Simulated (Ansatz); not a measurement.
A distorted cell of PbS (rock salt):

```
PbS
1.0
    0.00000     6.00904     6.00904
    3.00452     0.00000     3.00452
    3.00452     3.00452     0.00000
S Pb
2 2
Direct
  0.00000   0.00000   0.00000
  0.50000   0.00000   0.00000
  0.23703   0.50865   0.50865
  0.76297   0.49135   0.49135
```

All values below come from PBE (plane waves to 420 eV, PAW, scalar-relativistic; Ansatz, a program for electronic structure). k mesh 5×10×10 (Γ-centred), Fermi-Dirac smearing 0.05 eV. Compression counts positive. PbS was relaxed with its symmetry unable to fall. Spin-orbit coupling is left out, though Pb is heavy. The PAW data are Ansatz's earlier set.

Predict the force on every atom, in eV/Å.


| atom | Fx | Fy | Fz |
|---|---|---|---|
| S1 | 0.000 | 0.000 | 0.000 |
| S2 | 0.000 | 0.000 | 0.000 |
| Pb3 | -0.417 | 0.417 | 0.417 |
| Pb4 | 0.417 | -0.417 | -0.417 |

(A displaced cell: forces are minus the slopes of the energy, force constants its curvatures, and phonons follow from these.)
